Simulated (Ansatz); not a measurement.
All numbers below come from Ansatz, DFT, r2SCAN, plane waves (500 eV) with PAW, scalar-relativistic. The PAW files were generated under PBE, with cores re-solved for the functional.

An element in the fcc structure gives this curve. The cell is scaled uniformly from the relaxed one, with fractional coordinates and shape fixed. Energies are extrapolated to zero smearing, pressures are those at the given smearing. Magnetic state: spin not included.

```csv
V (Å³/atom),E − E₀ (meV/atom),P (GPa)
12.393,332.6,71.83
12.956,134.8,42.19
13.519,30.2,18.58
14.083,-0.1,-0.21
14.646,28.7,-15.15
15.209,104.4,-26.97
15.773,217.1,-36.28
```

Task: Which element is it?
A. platinum
B. osmium
C. molybdenum
D. phosphorus

Result: B. Its fit is V₀ = 14.07 Å³/atom, B₀ = 419 GPa, B₀′ = 4.7.
